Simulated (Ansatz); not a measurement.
# Stationary points along a deformation path in BN

Method: DFT r2SCAN, scalar-relativistic, plane waves, PAW in Ansatz 0.2.0. The runs took a 500 eV cutoff, a Γ-centred 12×12×4 mesh and Gaussian smearing (0.05 eV). No spin polarisation. Energies are free energies at this smearing, counted from the undisturbed cell; pressure is positive in compression.

The starting cell (relaxed at this level):

```yaml
crystal:
  lattice:
    - [2.50098, 0.00000, 0.00000]
    - [-1.25049, 2.16591, 0.00000]
    - [0.00000, 0.00000, 6.87416]
  atoms:
    - { symbol: B, position: [0.33333, 0.66667, 0.25000] }
    - { symbol: B, position: [0.66667, 0.33333, 0.75000] }
    - { symbol: N, position: [0.33333, 0.66667, 0.75000] }
    - { symbol: N, position: [0.66667, 0.33333, 0.25000] }
```

The cell holds layers and no dispersion correction was added, so their binding is poorly described.

At fixed volume and fractional coordinates, lengths along (0.000, 0.000, 1.000) are scaled against those across it; ρ is that ratio over its starting value. V = 9.309 Å³/atom. Δσ is the stress along the axis less the mean stress across it (compression positive).

```csv
ρ,ΔE (meV/atom),Δσ (GPa),space group
0.800,324.6,70.89,P6_3/mmc
0.850,177.3,54.18,P6_3/mmc
0.920,48.4,29.39,P6_3/mmc
0.960,11.9,14.83,P6_3/mmc
1.000,0.0,0.07,P6_3/mmc
1.050,17.3,-18.59,P6_3/mmc
1.100,67.7,-37.47,P6_3/mmc
1.200,257.4,-75.83,P6_3/mmc
1.300,552.2,-114.96,P6_3/mmc
```

**Question.** How does the stress give the slope of the energy, and where is the energy stationary?

**Answer.** Along the path d ln(length) is 2/3 d ln ρ on the axis and −1/3 d ln ρ across it, so dE/d ln ρ = −(2/3) V Δσ: the energy falls with ρ where Δσ is positive. Δσ vanishes or changes sign between ρ = 1.000 and 1.050, a minimum (near 1.00 by linear interpolation). Pairs of stationary points between two samples would go unseen, and could change a minimum read from distant neighbours into a maximum.

**Question.** Integrate that slope from ρ = 1 to 0.850 by the trapezoid rule.

**Answer.** With V/N in Å³ and 1 eV/Å³ = 160.2 GPa the slopes at ρ = 1.000, 0.960, 0.920, 0.850 are -3, -574, -1139, -2099 meV/atom per unit of ln ρ. The steps add 11.8 + 36.4 + 128.1 = 176.3 meV/atom, against 177.3 from the energies; the trapezoid rule misses the curvature of the slope within each step.

Cost: 9 runs of about 0.37 core-minutes in all, on Intel Xeon Platinum 8488C (Sapphire Rapids) (shared hosts).